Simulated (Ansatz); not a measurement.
BAs in space group P-6m2 (No. 187; B on 1a, As on 1f) at seven volumes, the program Ansatz at the PBE level (PAW), shape and atoms relaxed at each. One row is withheld.

```json
[
 {"V (Å³/atom)": "11.662", "P (GPa)": "13.25"},
 {"V (Å³/atom)": "12.047", "P (GPa)": "8.09"},
 {"V (Å³/atom)": "12.431", "P (GPa)": "3.70"},
 {"V (Å³/atom)": "12.816", "P (GPa)": "0.01"},
 {"V (Å³/atom)": "13.200", "P (GPa)": "-3.14"},
 {"V (Å³/atom)": "13.585", "P (GPa)": "?"},
 {"V (Å³/atom)": "13.969", "P (GPa)": "-8.21"}
]
```

Question: Fit the shown pressures and predict the withheld one.

Answer: P = (3/2)B₀(x^(7/2) − x^(5/2))[1 + (3/4)(B′ − 4)(x − 1)] with x = (V₀/V)^(2/3). Least squares on the six rows gives V₀ = 12.816 Å³/atom, B₀ = 114 GPa, B′ = 4.30. At V = 13.585, x = 0.9619 and P = -5.86 GPa. The run itself gave -5.87 GPa.

The cell is a constructed one: a structure type filled with these elements; neither database checked (COD, Materials Project) lists it. It is not the phase usual at ambient conditions (space group No. 216). The cell was relaxed with PBE under the symmetry of its start; whether a distortion lowers the energy is not shown.

Potentials: the later of the program's two PAW sets.
